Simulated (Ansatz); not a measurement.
# Structures of ReBi2: which is lowest?

Plane-wave DFT in Ansatz with scalar-relativistic PAW potentials, cutoff 420 eV, Γ-centred meshes chosen by cell and gap, Gaussian smearing with energies taken to zero width. Every cell was relaxed (cell and atoms) in a run of its own, within the symmetry of its start. Functional: PBE.

Relaxed structures (starts from databases or built by putting these elements on another compound's sites):
A. I4/mmm, 3 atoms in the computed cell, a = 3.346 Å, c = 13.787 Å; sites (symmetry × multiplicity) Re 4/mmm × 2, Bi 4mm × 4; start: built
B. Pnnm, 6 atoms in the computed cell, a = 6.365 Å, b = 7.107 Å, c = 3.392 Å; sites (symmetry × multiplicity) Re ..2/m × 2, Bi ..m × 4; start: built

Question: Rank them by energy. Could pressure change the order?

Answer:
| structure | group | E − E(lowest) (meV/atom) | V (Å³/atom) | gap on mesh (eV) |
| --- | --- | --- | --- | --- |
| A | I4/mmm | 0.0 | 25.73 | 0.00 |
| B | Pnnm | 108 | 25.57 | 0.00 |

A is lowest, 108 meV/atom under B. The two lowest differ in volume by under 3 %, too little for a first-order estimate of what pressure does to that pair (other pairs aren't weighed here); with rigid cells even 3 % in favour of the higher one would need about 22 GPa. Other structures may lie lower than all of these, and vibrations aren't counted.

Spin-orbit coupling is left out, which matters for the bands of heavy elements. For Tl, Pb and Bi spin-orbit coupling shifts energies too.